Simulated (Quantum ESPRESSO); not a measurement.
```
K3RhF6
1.0
    0.00000     4.41057     4.41057
    4.41057     0.00000     4.41057
    4.41057     4.41057     0.00000
F K Rh
6 3 1
Direct
  0.22407   0.22407   0.77593
  0.77593   0.77593   0.22407
  0.77593   0.22407   0.22407
  0.22407   0.77593   0.77593
  0.22407   0.77593   0.22407
  0.77593   0.22407   0.77593
  0.25000   0.25000   0.25000
  0.75000   0.75000   0.75000
  0.50000   0.50000   0.50000
  0.00000   0.00000   0.00000
```

The geometry is that of Materials Project entry mp-1111856, symmetrised and not relaxed again.

Q: What does LDA (pw.x of Quantum ESPRESSO, ONCV potentials, no spin-orbit coupling) give for the electronic structure near the Fermi level?

A: The LDA gap is direct, 2.03 eV at X. Another valence extremum on the path lies within 0.02 eV, too close to call. Spin-orbit splittings are left out.

The structure is a Materials Project entry; no match was found in the copy of COD used, and its stability was not checked.
